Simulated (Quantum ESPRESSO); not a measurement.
Empty bands for a GW run on BeS (zinc blende, space group F-43m, No. 216): 65 bands on a 6×6×6 mesh, LDA, PseudoDojo standard norm-conserving files, scalar-relativistic, Quantum ESPRESSO. The input, in which only the diagonalization keyword changes:

```
&CONTROL
  calculation = 'nscf'
  pseudo_dir = './pseudo'
  outdir = './out'
/
&SYSTEM
  ibrav = 0
  nat = 2
  ntyp = 2
  ecutwfc = 88.0
  ecutrho = 352.0
  occupations = 'fixed'
  force_symmorphic = .true.
  nbnd = 65
/
&ELECTRONS
  conv_thr = 2e-09
  diago_full_acc = .true.
  diago_thr_init = 1e-08
  diagonalization = 'david'
/
ATOMIC_SPECIES
Be 9.0122 Be.upf
S 32.0600 S.upf
CELL_PARAMETERS angstrom
  0.000000000000   2.398001356000   2.398001356000
  2.398001356000   0.000000000000   2.398001356000
  2.398001356000   2.398001356000   0.000000000000
ATOMIC_POSITIONS crystal
Be   0.000000000000   0.000000000000   0.000000000000
S   0.250000000000   0.250000000000   0.250000000000
K_POINTS automatic
6 6 6 0 0 0
```

```json
[
 {"diagonalization": "david", "mean iterations per k point": "17", "rough time": "1", "largest change of an eigenvalue (eV)": "–"},
 {"diagonalization": "cg", "mean iterations per k point": "34", "rough time": "within a factor of two", "largest change of an eigenvalue (eV)": "2e-07"},
 {"diagonalization": "paro", "mean iterations per k point": "15", "rough time": "within a factor of two", "largest change of an eigenvalue (eV)": "1e-09"}
]
```

An iteration means different work in each solver, so the counts don't rank them. Times are rough ratios from shared machines.

Geometry relaxed with LDA.
